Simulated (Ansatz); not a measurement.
## Nb3Sn (Pm-3n): electronic heat capacity and spin susceptibility from the density of states

Method: Ansatz 0.2.0, DFT PBEsol, scalar-relativistic, plane waves, PAW.

Plane waves to 420 eV, a k mesh through Γ of 8×8×8 on the computed 8-atom cell and Gaussian smearing (0.10 eV); no spin polarisation.

Relaxed cell: Pm-3n, a = 5.259 Å, b = 5.259 Å, c = 5.259 Å, α = 90.00°, β = 90.00°, γ = 90.00°, 8 atoms in the primitive cell. Whether it is the stable form of this composition wasn't checked.

The density of states at the Fermi level is 17.982 states/eV in the cell of 8 atoms (2 formula units; both spins, tetrahedra on a 12×12×12 mesh).

**Question.** What Sommerfeld coefficient and Pauli susceptibility does this give?

**Answer.** Per formula unit N(E_F) = 8.991 states/eV. γ = (π²/3) k_B² N(E_F) N_A = 2.357 mJ/(mol K²) per state/eV, so γ = 21.2 mJ/(mol K²), a mole of formula units. χ_P = μ_B² N(E_F) N_A = 3.23×10⁻⁵ emu/mol per state/eV gives 29.1×10⁻⁵ emu/mol. This is the bare band result: a measured γ of the same phase is as a rule larger by a factor 1 + λ from phonons and spin fluctuations, the spin part of χ is larger by the Stoner factor, and a measured χ also holds orbital and core terms. N(E_F) at one energy is sensitive to the mesh where the density of states has sharp peaks.

Cost: 1 run of about 2.2 core-minutes, on Intel Xeon Platinum 8259CL (Skylake/Cascade Lake) (shared hosts).